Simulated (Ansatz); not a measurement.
Question: Each is relaxed and computed with the program Ansatz at the PBEsol level (PAW). Which is the only metal?
A. SnC, zinc blende
B. Mg2C, anti-fluorite
C. LaC2, Immm (La on 2a, C on 4h)
D. LaWN3, R3c (La on 6a, W on 6a, N on 18b)

Answer: C, LaC2, Immm (La on 2a, C on 4h). LaC2: metal; LaWN3: gap 0.98 eV (indirect); Mg2C: gap 0.69 eV (indirect); SnC: gap 0.78 eV (direct). Constructed cells (a structure type filled with these elements, in neither database checked): Mg2C, anti-fluorite. Typed or built starts, not in the databases checked: SnC, zinc blende. Standing as an ambient phase not checked: LaC2, Immm (La on 2a, C on 4h); LaWN3, R3c (La on 6a, W on 6a, N on 18b). All cells were relaxed under the symmetry of their starts (and spin orders); stability against distortions was not tested throughout. Rows with no word on spin ran without spin polarisation. Spin–orbit coupling is left out wherever it is not named.

Potentials: the later of the program's two PAW sets.
